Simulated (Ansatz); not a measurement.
Ti (hcp (Mg type), P6_3/mmc) at seven volumes, plane-wave PAW r²SCAN (Ansatz code), shape and atoms relaxed at each. One row is withheld.

```json
[
 {"V (Å³/atom)": "15.755", "P (GPa)": "12.91"},
 {"V (Å³/atom)": "16.274", "P (GPa)": "8.02"},
 {"V (Å³/atom)": "16.794", "P (GPa)": "3.75"},
 {"V (Å³/atom)": "17.313", "P (GPa)": "-0.01"},
 {"V (Å³/atom)": "17.833", "P (GPa)": "-3.30"},
 {"V (Å³/atom)": "18.352", "P (GPa)": "?"},
 {"V (Å³/atom)": "18.871", "P (GPa)": "-8.69"}
]
```

Q: Fit the shown pressures and predict the withheld one.

A: P = (3/2)B₀(x^(7/2) − x^(5/2))[1 + (3/4)(B′ − 4)(x − 1)] with x = (V₀/V)^(2/3). Least squares on the six rows gives V₀ = 17.312 Å³/atom, B₀ = 117 GPa, B′ = 3.40. At V = 18.352, x = 0.9619 and P = -6.18 GPa. The run itself gave -6.18 GPa.

The r²SCAN relaxation kept the symmetry of its start; of distortions, only those at the zone centre were tested. No spin polarisation was allowed.

Potentials: the earlier of the program's two PAW sets.
